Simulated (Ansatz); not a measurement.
An Ansatz (a program for electronic structure) relaxation of a generated cell, Ru placed in the AFLOW prototype A_cP8_205_c (as in N2) at the level PBEsol (plane waves to 420 eV, PAW, scalar-relativistic; Ansatz).

Input of the first round:
Ansatz 0.2 input:
```yaml
crystal:
  lattice:
    - [4.7622522, 0, 0]
    - [0, 4.7622522, 0]
    - [0, 0, 4.7622522]
  atoms:
    - { symbol: Ru, position: [0.05569, 0.05569, 0.05569] }
    - { symbol: Ru, position: [0.55569, 0.44431, 0.94431] }
    - { symbol: Ru, position: [0.94431, 0.55569, 0.44431] }
    - { symbol: Ru, position: [0.44431, 0.94431, 0.55569] }
    - { symbol: Ru, position: [0.94431, 0.94431, 0.94431] }
    - { symbol: Ru, position: [0.44431, 0.55569, 0.05569] }
    - { symbol: Ru, position: [0.05569, 0.44431, 0.55569] }
    - { symbol: Ru, position: [0.55569, 0.05569, 0.44431] }
basis: { ecutwfc: 420, ecutrho_ratio: 4, xc_grid: 2, fft_grid_basis: typed }
kpoints: { mp_grid: { grid: [7, 7, 7] } }
hamiltonian:
  xc: pbesol
  dispersion: none
  pseudopotentials: { kind: paw }
scf: { occupations: { method: fermi_dirac, width: 0.05 } }
relax: { f_tol: 0.01, max_steps: 100, cell: { stress_tol: 0.02 } }
output: { forces: true, stress: true }
```

The end of the output (long lines and the closing message left out):

```
SCF iter   6: F=—  HF=-45228.640988 eV  |F-HF|=—  |Δ(HF+E_count)|=    3.16e0  Δρ=1.71e-1  dr2=2.55e1  ethr=1.77e-3  ⟨swp⟩=9.2  Hψ=7747  notcnv=0  defer=108
SCF iter   7: F=—  HF=-45224.616800 eV  |F-HF|=—  |Δ(HF+E_count)|=    4.02e0  Δρ=2.91e-2  dr2=5.46e-1  ethr=1.77e-3  ⟨swp⟩=9.0  Hψ=8232  notcnv=0  defer=77
SCF iter   8: F=—  HF=-45224.620162 eV  |F-HF|=—  |Δ(HF+E_count)|=   3.36e-3  Δρ=1.07e-2  dr2=7.49e-2  ethr=4.27e-4  ⟨swp⟩=4.1  Hψ=3666  notcnv=0  defer=76
SCF iter   9: F=—  HF=-45224.610359 eV  |F-HF|=—  |Δ(HF+E_count)|=   9.80e-3  Δρ=3.54e-3  dr2=9.54e-3  ethr=5.85e-5  ⟨swp⟩=2.8  Hψ=2922  notcnv=0  defer=75
SCF iter  10: F=—  HF=-45224.607682 eV  |F-HF|=—  |Δ(HF+E_count)|=   2.68e-3  Δρ=8.58e-4  dr2=8.41e-4  ethr=7.45e-6  ⟨swp⟩=3.1  Hψ=3809  notcnv=0  defer=75
SCF iter  11: F=—  HF=-45224.607448 eV  |F-HF|=—  |Δ(HF+E_count)|=   2.34e-4  Δρ=4.06e-5  dr2=1.34e-6  ethr=6.57e-7  ⟨swp⟩=2.0  Hψ=2664  notcnv=0  defer=74
SCF iter  12: F=—  HF=-45224.606965 eV  |F-HF|=—  |Δ(HF+E_count)|=   4.83e-4  Δρ=9.64e-6  dr2=3.69e-8  ethr=7.81e-11  ⟨swp⟩=4.1  Hψ=9595  notcnv=0
SCF iter  13: F=-45224.606965 eV  HF=-45224.606965 eV  |F-HF|=9.46e-11  |Δ(HF+E_count)|=   1.13e-8  Δρ=1.15e-6  dr2=3.84e-10  ethr=2.89e-11  ⟨swp⟩=2.0  Hψ=5899  notcnv=0
```

Q: How did the run end, and can its numbers be used?

A: The SCF loop settled, but the program refused the state: its check on the PAW one-centre occupations went over the threshold; here atoms lie far too close. The program's message (shortened): “refused after 13 iterations: one_centre_occupation = 2.54e0 (threshold 2.00e0); read on the Ru atom at site 6 (counted from 0). The loop had accepted its state.” The shortest distance in this cell is Ru–Ru 0.92 Å. No relaxed structure or energy should be taken from it.
